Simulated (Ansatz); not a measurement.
## Structure relaxation, Si$_{2}$Mo

The start is a generated cell, Si2Mo built in the AFLOW prototype A2B_hP6_191_h_e (C_h, as in Cu2Te). The cell and all atomic positions are relaxed at zero pressure with r2SCAN (plane waves to 500 eV, PAW, scalar-relativistic; Ansatz, a quantum-chemistry and plane-wave program). The first steps use a coarse 7×7×4 k-mesh.

Starting cell:
```yaml
crystal:
  lattice:
    - [3.84003, 0.00000, 0.00000]
    - [-1.92001, 3.32556, 0.00000]
    - [0.00000, 0.00000, 6.56801]
  atoms:
    - { symbol: Si, position: [0.33333, 0.66667, 0.16000] }
    - { symbol: Si, position: [0.66667, 0.33333, 0.16000] }
    - { symbol: Si, position: [0.66667, 0.33333, 0.84000] }
    - { symbol: Si, position: [0.33333, 0.66667, 0.84000] }
    - { symbol: Mo, position: [0.00000, 0.00000, 0.30600] }
    - { symbol: Mo, position: [0.00000, 0.00000, 0.69400] }
```

Initial pressure: +50 GPa (positive: the cell is compressed)
Outcome: The space group stays P6/mmm (No. 191) (the run could not lower it), with 6 atoms in the primitive cell
Volume change: +18.5 %, from 13.98 to 16.57 Å³/atom
Band gap at the end: zero (metallic)
Optimiser moves: 17

The end point of the relaxation:

```cif
data_Mo2Si4
_chemical_formula_sum 'Si4 Mo2'
_space_group_name_H-M_alt 'P6/mmm'
_space_group_IT_number 191
_space_group_name_Hall '-P 6 2'
_cell_length_a 4.35871
_cell_length_b 4.35871
_cell_length_c 6.04258
_cell_angle_alpha 90.000
_cell_angle_beta 90.000
_cell_angle_gamma 120.000
loop_
_atom_site_label
_atom_site_type_symbol
_atom_site_symmetry_multiplicity
_atom_site_Wyckoff_symbol
_atom_site_fract_x
_atom_site_fract_y
_atom_site_fract_z
_atom_site_occupancy
Si1 Si 4 h 0.33333 0.66667 0.19429 1
Mo1 Mo 2 e 0.00000 0.00000 0.30946 1
```

Final values are on a 12×12×8 k-mesh of the relaxed cell. No spin polarisation in the result.

The run could not lose the symmetry of its start: the end is stationary, and may be a saddle point rather than a minimum.

The relaxed structure here is a generated cell of Si2Mo: the first start was made by placing the elements on the sites of a structure type, and the end was not matched to a known phase here, so it may be hypothetical. Known forms of Si2Mo include space group No. 139.
